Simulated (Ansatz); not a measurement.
YPt3:
```yaml
crystal:
  lattice:
    - [-2.02369, 2.02369, 4.16622]
    - [2.02369, -2.02369, 4.16622]
    - [2.02369, 2.02369, -4.16622]
  atoms:
    - { symbol: Pt, position: [0.50000, 0.50000, 0.00000] }
    - { symbol: Pt, position: [0.75000, 0.25000, 0.50000] }
    - { symbol: Pt, position: [0.25000, 0.75000, 0.50000] }
    - { symbol: Y, position: [0.00000, 0.00000, 0.00000] }
```

Relaxed with PBEsol. Special points in fractions of this cell's reciprocal vectors: Γ (0.000, 0.000, 0.000); X (0.000, 0.000, 0.500); P (0.250, 0.250, 0.250); N (0.000, 0.500, 0.000); M (0.500, 0.500, -0.500); S (0.309, 0.691, -0.309); S0 (-0.309, 0.309, 0.309); R (-0.118, 0.118, 0.500); G (0.500, 0.500, -0.118).

Task: List the band energies nearest the Fermi level at these points for plane-wave PAW PBEsol (Ansatz code).

Result: In eV from the Fermi level; about four levels below and three above (degenerate sets whole), none deeper than 8.9 eV; points with the same levels are listed once.

```tsv
k	below	above
Γ	-1.58 -1.58 -1.38 -0.53	0.67 2.71 2.75
X	-1.52 -1.29 -0.71 -0.17	0.68 1.44 2.13
P	-1.21 -1.21 -1.13 -0.51 -0.50	2.03 2.03 3.19 3.19
N	-1.72 -1.55 -1.48 -0.28	0.20 0.64 2.55
M	-0.50 -0.50 -0.47 -0.10	0.67 3.17 3.17
S	-1.45 -1.43 -0.59 -0.20	0.36 2.85 4.40
R	-1.19 -0.83 -0.79 -0.61	0.15 0.70 2.16
```

Space group I4/mmm. The cell is a constructed one: a structure type filled with these elements; neither database checked (COD, Materials Project) lists it. COD files the formula under space group No. 221. Its standing as an ambient phase is unchecked. The cell was relaxed with PBEsol under the symmetry of its start; its stability against distortions is not shown here. The run is not spin-polarised. Scalar-relativistic: spin–orbit coupling is off unless named, which matters more the heavier the elements.

Potentials: the earlier of the program's two PAW sets. The files were generated under PBE; for other functionals the program regenerates the frozen cores, and for LDA and PBEsol the local potential too.
